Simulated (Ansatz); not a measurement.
# Field gradients of MoS2 with Ta replacing Mo from run to run

Cell of run 1: a supercell of MoS2 (space group P6_3/mmc) built from a COD entry, with all atoms left at the host's positions.

```cif
data_TaMo7S16
_symmetry_space_group_name_H-M 'P-6m2'
_symmetry_Int_Tables_number 187
_cell_length_a 6.3380
_cell_length_b 6.3380
_cell_length_c 12.3240
_cell_angle_alpha 90.000
_cell_angle_beta 90.000
_cell_angle_gamma 120.000
loop_
_atom_site_label
_atom_site_type_symbol
_atom_site_symmetry_multiplicity
_atom_site_Wyckoff_symbol
_atom_site_fract_x
_atom_site_fract_y
_atom_site_fract_z
Ta Ta 1 a 0.0000 0.0000 0.0000
Mo2 Mo 3 j 0.0000 0.5000 0.0000
Mo5 Mo 3 k 0.1667 0.8333 0.5000
Mo8 Mo 1 f 0.6667 0.3333 0.5000
S9 S 2 g 0.0000 0.0000 0.3730
S10 S 6 n 0.0000 0.5000 0.3730
S13 S 6 n 0.1667 0.8333 0.8730
S16 S 2 i 0.6667 0.3333 0.8730
```

One atom of each set is listed.

Relaxed positions (PBE, cell held):

Ta (0.0000, 0.0000, 0.0000)
Mo2 (0.0006, 0.5003, 0.0000)
Mo5 (0.1667, 0.8333, 0.5000)
Mo8 (0.6667, 0.3333, 0.5000)
S9 (0.0000, 0.0000, 0.3738)
S10 (0.0001, 0.5001, 0.3738)
S13 (0.1687, 0.8313, 0.8721)
S16 (0.6667, 0.3333, 0.8737)

All runs are DFT with Ansatz 0.2.0 (plane waves and PAW, scalar-relativistic unless spin–orbit coupling is named, Γ-centred meshes, Fermi–Dirac smearing where given) in this cell, at cell charge +1.

Run 1: PBE, atoms at the host's positions; 420 eV, 4×4×2 k-points, smearing 0.01 eV.
Run 2: PBE, atoms relaxed; 420 eV, 4×4×2 k-points, smearing 0.01 eV.
Run 3: r2SCAN, at the relaxed atoms; 500 eV, 4×4×2 k-points, smearing 0.01 eV.

| run | Ta V_zz (η) | Mo5 V_zz (η) | S9 V_zz (η) | S13 V_zz (η) |
| --- | --- | --- | --- | --- |
| 1 | -21.1 (0.00) | -6.64 (0.00) | -4.67 (0.00) | -5.24 (0.65) |
| 2 | -19.04 (0.00) | -6.87 (0.00) | -4.86 (0.00) | -4.92 (0.67) |
| 3 | ? | ? | ? | ? |

V_zz in 10²¹ V/m²; 4 of the 8 sets of like atoms are followed.

Task: Estimate the row of run 3.

Result: Ta: -18.80 (0.00); Mo5: -6.90 (0.00); S9: -4.91 (0.00); S13: -4.79 (0.72). It lies nearest to run 2, from whose tensors on these sites it differs by 0.24 at most (largest principal value of the difference, on Ta). Taken one at a time, the positions of the atoms (as given or relaxed) move the tensors on these sites by up to 2.02 (largest principal value of the change, on Ta), the functional (r2SCAN with its higher cutoff) by 0.24 (Ta).

The defect repeats with the cell of 24 atoms, so it feels its images: sites between two images don't show the values beside a lone defect, and zeros or small values of η there can come from the images' arrangement. Mo and S carry a gradient in the pure host already, so the values there aren't the defect's effect alone. A uniform background compensates the cell's charge. Without spin–orbit coupling the gradients at and beside Ta can be off by some per cent, at some sites by more. With these PAW files V_zz is typically within 2 to 3 % of all-electron values, but misses above 10 % occur on Ta. The relaxation keeps the site symmetry -6m2 of the start, so the impurity can't leave its site; a distortion that would localise the partly filled state isn't explored. In run 1 the atoms aren't at the calculated equilibrium (largest force 0.45 eV/Å). In runs 1, 2, 3 the defect cell has no gap above 0.1 eV, so the values hang on the smearing and the k-mesh. The run isn't spin-polarised, and a state with spin may lie lower.
